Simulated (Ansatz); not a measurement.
**Bi: frozen-core PAW against all-electron methods**

```
Bi
1.0
     3.36931   -3.08565    0.00000
     3.36931    3.08565    0.00000
    -1.16238    0.00000    3.12353
Bi
2
Direct
  0.25180 0.25180 0.14900
  0.74820 0.74820 0.85100
```

Atoms are numbered in the order listed.

The conventional cell has a = 6.739 Å, b = 6.171 Å, c = 3.333 Å, α = 90.00°, β = 110.41°, γ = 90.00°. Around Bi (atom 1) lie 6 Bi at 3.19 to 3.35 Å.

The structure is an experimental refinement, used without relaxation. The listed cell was then made from it by scaling, straining or moving an atom.

Spin–orbit coupling is left out, though it moves levels of the heavy atoms by tenths of an eV or more.

Methods: DFT, PBEsol, PAW with Ansatz's default frozen-core files, scalar-relativistic (Ansatz 0.2.0); DFT, PBEsol, all-electron LAPW, scalar-relativistic (Ansatz 0.2.0).

For PAW: a Γ-centred 8×8×11 k mesh, Fermi–Dirac smearing of 0.05 eV, cutoff 420 eV, no spin polarisation; the PAW files were made with PBE, and the program remakes their frozen cores for this functional. LAPW targets a basis error of 0.25 meV/atom. The Ansatz runs share mesh, smearing and spin set-up. Plane-wave (PAW) pressures include the program's estimate of the Pulay term.

Stress and pressure are positive in compression.

The change that made this cell: volume scaled by 1.03.

PAW results:

```json
{"quantity": "pressure (GPa)", "PAW": "-0.50"}
{"quantity": "stress xx (GPa)", "PAW": "0.18"}
{"quantity": "stress yy (GPa)", "PAW": "-1.30"}
{"quantity": "stress zz (GPa)", "PAW": "-0.37"}
{"quantity": "stress xz (GPa)", "PAW": "-0.18"}
{"quantity": "force on Bi1, z (eV/Å)", "PAW": "-0.080"}
```

Task: What does all-electron LAPW give for the same quantities?

Result: 
| quantity | LAPW |
| --- | --- |
| pressure (GPa) | -0.48 |
| stress xx (GPa) | 0.20 |
| stress yy (GPa) | -1.28 |
| stress zz (GPa) | -0.35 |
| stress xz (GPa) | -0.18 |
| force on Bi1, z (eV/Å) | -0.079 |
